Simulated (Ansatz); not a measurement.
TiSi$_{2}$ in space group Cmcm (No. 63; Ti on 4c, Si on 4c, Si on 4c) under volume change, PBEsol in the plane-wave PAW code Ansatz, shape and atoms relaxed at each volume.

```
V (Å³/atom)  E − E(relaxed) (meV/atom)  P (GPa)
-----------  -------------------------  -------
12.653                            57.3    15.90
13.070                            24.1     9.75
13.487                             5.7     4.51
13.904                             0.0     0.01
14.321                             5.1    -3.80
14.738                            19.3    -7.02
15.156                            41.3    -9.82
```

What does a third-order Birch–Murnaghan fit give for V₀, B₀ and B′?

V₀ = 13.91 Å³/atom, B₀ = 137 GPa, B′ = 4.3.

Symmetry was held in the PBEsol relaxation; of distortions, only those at the zone centre were tested. No spin polarisation was allowed.

Potentials: the earlier of the program's two PAW sets.
